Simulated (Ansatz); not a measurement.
# How the vibrations of Au change with volume

Method: Ansatz, DFT LDA, scalar-relativistic, plane waves, PAW. Cutoff 420 eV, 18×18×10 k-points (Γ-centred), Fermi-Dirac smearing of 0.15 eV. No spin polarisation. Phonons by linear response, acoustic sum rule imposed.

The cell, relaxed at this level:
```
Au
1.0
     2.83697    0.00000    0.00000
    -1.41849    2.45689    0.00000
     0.00000    0.00000    4.76185
Au
2
Direct
  0.33333 0.66667 0.75000
  0.66667 0.33333 0.25000
```

In a metal, frequencies depend on the k mesh and the smearing, soft modes most. Spin–orbit coupling is left out, which can shift energies with elements as heavy as these.

Cells at 0.98 and 1.02 times the equilibrium volume were relaxed in shape and atoms; γ = −d ln ν / d ln V, modes matched by rank.

Problem. Give the optical frequencies at Γ (cm⁻¹) at the three volumes and the mode Grüneisen parameters.

Solution.
| 0.98 V | V | 1.02 V | γ | degeneracy |
| --- | --- | --- | --- | --- |
| 43 | 40 | 36 | 4.79 | 2 |
| 162 | 152 | 142 | 3.22 | 1 |

Problem. What pressures hold the two strained cells, and what bulk modulus follows?

Solution. 4.09 GPa at 0.98 V and -3.57 GPa at 1.02 V, so B = −dP/d ln V ≈ 192 GPa.

This form isn't the element's structure at ambient conditions.

Cost: 6 runs of about 7.5 core-minutes in all, on Arm Neoverse V1 (shared hosts).